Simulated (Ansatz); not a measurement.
# Notes on NbSi₂

```
CELL_PARAMETERS angstrom
4.75003 0.00000 0.00000
-2.37501 4.11364 0.00000
0.00000 0.00000 6.52348
ATOMIC_POSITIONS crystal
Nb 0.50000 0.00000 0.00000
Nb 0.50000 0.50000 0.66667
Nb 0.00000 0.50000 0.33333
Si 0.15897 0.31794 0.00000
Si 0.84103 0.15897 0.66667
Si 0.68206 0.84103 0.33333
Si 0.84103 0.68206 0.00000
Si 0.15897 0.84103 0.66667
Si 0.31794 0.15897 0.33333
```

Level: r2SCAN, no spin polarisation; 500 eV; 8×8×5 Γ-centred mesh; fermi-dirac occupations (width 0.1 eV); Ansatz 0.2.0, fixed geometry.

(1) What is the formation energy?

(2) Are the atoms at rest?

(3) What does the stress say?

(4) Is there a gap?

Origin: a known structure type with other elements, at an estimated volume, so it need not be a known compound.

Results:

(1) -0.53 eV an atom against the elements' usual phases (free molecules for gases, crystals otherwise, with no correction for O₂ or N₂), so it is bound against them; other compounds may still compete. Relaxing would lower it.

(2) Nearly at rest: the largest force is 0.029 eV/Å.

(3) The pressure is 5.4 GPa (compression positive), so with the atoms held at these fractions the cell would first expand.

(4) It is a metal, with about 3.1 states/eV a cell as the mean within 0.25 eV of the Fermi level, mostly Nb d (71 %) and Si p (21 %).
